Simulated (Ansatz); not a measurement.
A: ZnS (zinc blende), a = 5.3891 Å, b = 5.3891 Å, c = 5.3891 Å, α = 90.00°, β = 90.00°, γ = 90.00°
B: Ni$_{3}$Si (Cu3Au type), a = b = c = 3.4646 Å, α = β = γ = 90.00°
C: KMgH₃ (cubic perovskite), a = b = c = 3.9920 Å, α = β = γ = 90.00°

Scan: energy against volume (even scaling of the relaxed cell, symmetry kept). All come from one method, each on a k mesh of its own. All were relaxed with their symmetry unable to fall. At this level the bands of Ni3Si touch or barely overlap. Ni3Si is run without spin polarisation.

Question: Put the candidates in order of bulk modulus (fitted), lowest first, for r2SCAN (plane waves to 500 eV, PAW, scalar-relativistic; Ansatz, a first-principles code).

Answer: C (37.5 GPa), A (78.6 GPa), B (239 GPa)

(A scan under strain: stresses follow from slopes of the energy per volume, elastic moduli from its curvatures.)
